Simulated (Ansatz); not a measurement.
Values for one crystal, relaxed and computed with the program Ansatz at the r²SCAN level (PAW); other levels are named.

| Property | Result |
|---|---|
| Volume per atom | 10.88 Å³ |
| Band gap | 8.06 eV (direct) |
| Conduction-band minimum | at Γ |
| Valence-band maximum | at Γ |
| Bulk modulus (Birch–Murnaghan fit) | 1040 kbar |
| Hole effective mass | 2.8, 2.8, 3.3 mₑ (principal values) |
| HSE06 gap on the r²SCAN cell | 9.45 eV |

Problem. Which of these materials gives this?
(A) SnO2, rutile
(B) BaCuTeF, P4/nmm (Ba on 2c, Cu on 2a, Te on 2c, F on 2b)
(C) CaF2, rutile
(D) MgF2, rutile

Solution. D, MgF2, rutile

Space group P4_2/mnm (rutile). The r²SCAN relaxation kept the symmetry of its start.

Potentials: the earlier of the program's two PAW sets. The files were generated under PBE; for other functionals the program regenerates the frozen cores, and for LDA and PBEsol the local potential too.
